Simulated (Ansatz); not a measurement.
BaTiO3 (cubic perovskite)

```
CELL_PARAMETERS angstrom
      3.99404     0.00000     0.00000
      0.00000     3.99404     0.00000
      0.00000     0.00000     3.99404
ATOMIC_POSITIONS crystal
  Ba 0.00000 0.00000 0.00000
  Ti 0.50000 0.50000 0.50000
  O  0.00000 0.50000 0.50000
  O  0.50000 0.50000 0.00000
  O  0.50000 0.00000 0.50000
```

In this cell atom 4 (O, nearest neighbour Ti at 1.997 Å; its periodic images, 4.0 Å or more away, move with it) is moved by s along Cartesian [111], unit vector (0.577, 0.577, 0.577); all other atoms and the cell stay fixed.

Computed with r2SCAN (plane waves to 500 eV, PAW, scalar-relativistic; Ansatz, an electronic-structure program). k mesh 7×7×7 (Γ-centred), Fermi-Dirac smearing 0.05 eV. E stands for the smeared free energy. BaTiO3 is run without spin polarisation. BaTiO3 was relaxed with its symmetry unable to fall. This is a high-temperature form of BaTiO3. ΔE is measured from the undisplaced structure.

```json
[
 {"s (Å)": "-0.400", "ΔE (meV/cell)": "509"},
 {"s (Å)": "-0.320", "ΔE (meV/cell)": "313"},
 {"s (Å)": "-0.240", "ΔE (meV/cell)": "170"},
 {"s (Å)": "-0.160", "ΔE (meV/cell)": "withheld"},
 {"s (Å)": "-0.080", "ΔE (meV/cell)": "18"},
 {"s (Å)": "0.000", "ΔE (meV/cell)": "0"},
 {"s (Å)": "0.080", "ΔE (meV/cell)": "18"},
 {"s (Å)": "0.160", "ΔE (meV/cell)": "withheld"},
 {"s (Å)": "0.240", "ΔE (meV/cell)": "170"},
 {"s (Å)": "0.320", "ΔE (meV/cell)": "313"},
 {"s (Å)": "0.400", "ΔE (meV/cell)": "509"}
]
```

Task: Fit an even polynomial form (powers 2, 4) to the given rows and predict ΔE at s = 0.160.

Result: Least squares on the 9 given rows: ΔE = (2828)·s² + (2213)·s⁴, in meV/cell with s in Å; root-mean-square residual 0.2 meV/cell. At 0.160 the fit gives 74 meV/cell; the calculation gives 73 meV/cell, so the interpolation is off by 1 (+1.4 %). The quadratic term alone would give 72 meV/cell.

(A displaced cell: forces are minus the slopes of the energy, force constants its curvatures, and phonons follow from these.)
